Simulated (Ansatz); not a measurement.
# NaCaGaS3O12: ⁶⁹Ga nuclear quadrupole resonance

Cell: a Materials Project structure (computed, not necessarily an observed phase), atoms as given.

Space group R3c:H (No. 161); a = 8.8688, c = 22.8601 Å, γ = 120.00°.

| site | Wyckoff | site symmetry | x | y | z |
| --- | --- | --- | --- | --- | --- |
| Na | 6a | 3. | 0.0000 | 0.0000 | 0.5019 |
| Ca | 6a | 3. | 0.0000 | 0.0000 | 0.3543 |
| Ga | 6a | 3. | 0.0000 | 0.0000 | 0.6509 |
| S | 18b | 1 | 0.9517 | 0.3116 | 0.5835 |
| O13 | 18b | 1 | 0.2061 | 0.0010 | 0.3021 |
| O19 | 18b | 1 | 0.7788 | 0.9572 | 0.6957 |
| O25 | 18b | 1 | 0.9969 | 0.7934 | 0.4118 |
| O31 | 18b | 1 | 0.9610 | 0.1459 | 0.5878 |

One atom of each set is listed; the run and its k-mesh use a cell of 36 atoms with edges of 9.18, 9.18, 9.18 Å.

Computed with Ansatz: DFT, PBE, plane waves and PAW, scalar-relativistic, 420 eV cutoff, Γ-centred 3×3×3 k-points, Fermi–Dirac smearing 0.02 eV.

⁶⁹Ga: I = 3/2, Q = 171.0 mb (year-2017 value). Static lattice, zero field.

Task: Predict the zero-field ⁶⁹Ga lines of each site.

Result: For I = 3/2 there is one line, ν = (|C_Q|/2)(1 + η²/3)^½.

```
site  atoms  V_zz (10²¹ V/m²)  C_Q (MHz)     η  line frequencies (MHz)
  Ga      2             -0.46      -1.89  0.00                   0.946
```

Task: And for ⁷¹Ga (I = 3/2, Q = 107.0 mb) on Ga?

Result: C_Q scales with Q to -1.18 MHz, with lines at 0.592 MHz.

An axis of threefold or higher order runs through Ga, so V_zz lies along it and η is zero.

The largest force is 0.7 eV/Å, so the atoms aren't at the calculated equilibrium and relaxing them would move these values. A computed database structure should lie near equilibrium, so this entry is doubtful.

Hardware: 1 thread of Arm Neoverse V2 (aarch64; 8 cores open to the job, memory cap 2.5 GiB, no GPU), a shared host with a load of 0.8 a core. Wall time 1.8 min, CPU time 1.8 min, peak memory 1.1 GiB.
